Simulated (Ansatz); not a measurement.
InAs:
```
CELL_PARAMETERS angstrom
      0.00000     2.82585     2.82585
      2.82585     0.00000     2.82585
      2.82585     2.82585     0.00000
ATOMIC_POSITIONS crystal
  In 0.50000 0.50000 0.50000
  As 0.00000 0.00000 0.00000
```

Relaxed with PBEsol. Special points in fractions of this cell's reciprocal vectors: Γ (0.000, 0.000, 0.000); X (0.500, 0.000, 0.500); U (0.625, 0.250, 0.625); K (0.375, 0.375, 0.750); L (0.500, 0.500, 0.500); W (0.500, 0.250, 0.750).

List the band energies nearest the Fermi level at these points for PBEsol in the plane-wave PAW code Ansatz.

In eV from the Fermi level; about four levels below and three above (degenerate sets whole), none deeper than 8.9 eV; points with the same levels are listed once.

```csv
k,below,above
Γ,-0.29 -0.17 -0.17 -0.17,7.27 7.27 7.27
X,-5.00 -2.88 -2.36 -2.36,3.78 9.64 9.64
U,-5.23 -4.43 -1.67 -0.07,5.57 7.03 8.26
L,-6.77,0.26 0.26 2.15
W,-4.89 -3.93 -3.93,2.43 4.23 6.91 6.91
```

Space group Fm-3m (rock salt). The first step of the workflow began from a Materials Project structure, measured or hypothetical; the Crystallography Open Database copy checked does not list it. It is not the phase usual at ambient conditions (space group No. 216). The PBEsol relaxation kept the symmetry of its start; of distortions, only those at the zone centre were tested. Scalar-relativistic: spin–orbit coupling is off unless named, which matters more the heavier the elements.

Potentials: the later of the program's two PAW sets.
